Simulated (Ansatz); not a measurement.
A relaxed cell of Ru₂Rh is given with its symmetry left out. The cell was found from a structure generator's guess, not taken from experiment.

All numbers below come from Ansatz, DFT PBE, scalar-relativistic, plane waves, PAW. Cutoff 420 eV, Γ-centred mesh, Gaussian smearing, no spin polarisation.

```yaml
crystal:
  lattice:
    - [2.72414, 0.00000, 0.00000]
    - [-1.36207, 2.35917, 0.00000]
    - [0.00000, 0.00000, 12.94428]
  atoms:
    - { symbol: Ru, position: [0.33333, 0.66667, 0.58064] }
    - { symbol: Ru, position: [0.66667, 0.33333, 0.08064] }
    - { symbol: Ru, position: [0.33333, 0.66667, 0.91936] }
    - { symbol: Ru, position: [0.66667, 0.33333, 0.41936] }
    - { symbol: Rh, position: [0.33333, 0.66667, 0.25000] }
    - { symbol: Rh, position: [0.66667, 0.33333, 0.75000] }
```

The zero of energy is the elements' standard structures at the same level; no fitted shifts are applied.

Task: What space group does it have?

Result: P6_3/mmc (No. 194), with Ru and Rh ordered on hcp sites. Conventional cell: a = 2.724 Å, c = 12.944 Å. Ru is surrounded by 9 Ru at 2.61–2.72 Å and 3 Rh at 2.70 Å; Rh is surrounded by 6 Ru at 2.70 Å and 6 Rh at 2.72 Å.

Task: How far does it lie from the elements in energy?

Result: 0.00 eV/atom. The formation energy is too near zero to say whether this cell lies below the elements.

Task: Is it a metal?

Result: Yes, bands cross the Fermi level on the 18×18×4 mesh.

The last run used an 18×18×4 mesh (in the run's order of axes) for its 6-atom cell and Gaussian smearing of 0.10 eV. The k mesh leaves some 4 meV/atom of noise in the energy of each metallic cell. A later test with randomly moved atoms came back to the same energy, though modes that don't fit the test's cell weren't probed.
